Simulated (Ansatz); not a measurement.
Starting cell, SnO (litharge type, space group P4/nmm):

```
CELL_PARAMETERS angstrom
      3.76899     0.00000     0.00000
      0.00000     3.76899     0.00000
      0.00000     0.00000     4.56019
ATOMIC_POSITIONS crystal
  Sn 0.50000 0.00000 0.25342
  Sn 0.00000 0.50000 0.74658
  O  0.00000 0.00000 0.00000
  O  0.50000 0.50000 0.00000
```

In this cell atom 3 (O, nearest neighbour Sn at 2.211 Å; its periodic images, 3.8 Å or more away, move with it) is moved by s along Cartesian [110], unit vector (0.707, 0.707, 0.000); all other atoms and the cell stay fixed.

These are PBEsol-D3(BJ) (plane waves to 420 eV, PAW, scalar-relativistic; Ansatz, a first-principles code) values and carry that method's errors. k mesh 10×10×8 (Γ-centred), Fermi-Dirac smearing 0.05 eV. Stress and pressure are positive under compression. With partly filled bands, energies and forces of such displacements shift with the k mesh and the smearing. SnO was relaxed with its symmetry unable to fall. The PAW data are Ansatz's earlier set. 

```json
[
 {"s (Å)": "-0.440", "P (GPa)": "___"},
 {"s (Å)": "-0.352", "P (GPa)": "4.4"},
 {"s (Å)": "-0.264", "P (GPa)": "2.5"},
 {"s (Å)": "-0.176", "P (GPa)": "1.1"},
 {"s (Å)": "-0.088", "P (GPa)": "0.3"},
 {"s (Å)": "0.000", "P (GPa)": "0.0"},
 {"s (Å)": "0.088", "P (GPa)": "0.3"},
 {"s (Å)": "0.176", "P (GPa)": "1.1"},
 {"s (Å)": "0.264", "P (GPa)": "2.5"},
 {"s (Å)": "0.352", "P (GPa)": "4.4"},
 {"s (Å)": "0.440", "P (GPa)": "___"}
]
```

Some entries are withheld; supply them.


- -0.440, P (GPa): 6.8
- 0.440, P (GPa): 6.8

(For displaced atoms, the force is minus the slope of the energy, and its curvature is a force constant, which sets phonon frequencies.)
